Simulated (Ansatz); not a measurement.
Given:

ZnWO₄:
```
ZnWO4
1.0
    4.67442     0.00000     0.00000
    0.00000     5.72485     0.00000
   -0.04835     0.00000     4.91246
Zn W O
2 2 8
Direct
  0.50000   0.67954   0.75000
  0.50000   0.32046   0.25000
  0.00000   0.18299   0.75000
  0.00000   0.81701   0.25000
  0.78323   0.10599   0.06353
  0.21677   0.89401   0.93647
  0.21677   0.10599   0.43647
  0.78323   0.89401   0.56353
  0.74379   0.37600   0.59694
  0.25621   0.62400   0.40306
  0.25621   0.37600   0.90306
  0.74379   0.62400   0.09694
```

This is the r²SCAN-relaxed structure. Cartesian axes are those of the cell as given.

Task: All from r²SCAN (plane waves, PAW; program Ansatz), unless another level is named. Give the highest zone-centre frequency (without LO–TO term).

Result: 901 cm^-1.

Task: And the Young's modulus?

Result: 149 GPa.

Task: And the elastic constants (relaxed ions, GPa)?

Result: C11 = 243, C22 = 216, C33 = 301, C12 = 112, C13 = 125, C23 = 121, C44 = 67.4, C55 = 73.1, C66 = 25.9, C15 = 13.1, C25 = 12.2, C35 = 8.2, C46 = -5.7.

Space group P2/c. The first step of the workflow began from a Materials Project structure, measured or hypothetical; the Crystallography Open Database files this formula in space group No. 13, but the cells were not matched. Its standing as an ambient phase is unchecked. The r²SCAN relaxation kept the symmetry of its start; whether a distortion lowers the energy is not shown. The run is not spin-polarised. No Hubbard U is applied. Scalar-relativistic: spin–orbit coupling is off unless named, which matters more the heavier the elements.

Potentials: the later of the program's two PAW sets.
